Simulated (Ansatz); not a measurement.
A crystal relaxed with r2SCAN in the PAW code Ansatz has space group R-3m:H (No. 166) and a = 4.178 Å, c = 20.905 Å.

| atom | site | x | y | z |
| --- | --- | --- | --- | --- |
| F | 3a | 0.0000 | 0.0000 | 0.0000 |
| Br | 3b | 0.6667 | 0.3333 | 0.8333 |
| Xx | 6c | 0.3333 | 0.6667 | 0.9338 |

With r2SCAN the gap is 4.72 eV and direct, at Γ. With HSE06 the gap is 5.36 eV and direct, at Γ. With PBE the gap is 4.14 eV and direct, at Γ. Meshes: r2SCAN 8×8×8, HSE06 6×6×6, PBE 8×8×8. r2SCAN's ε∞ is 2.3 along all three axes, to this precision.

Task: Which element is Xx?
A. K
B. Cs
C. Rb
D. H

Result: A. Xx is K: K2BrF, ordered on the rocksalt lattice (R-3m) with 4 atoms a cell. F is surrounded by 6 K at 2.78 Å; Br is surrounded by 6 K at 3.20 Å; K is surrounded by 3 F at 2.78 Å and 3 Br at 3.20 Å.

No spin polarisation. The prototype was imposed, so other structures may be more stable.

Spin-orbit coupling is left out.
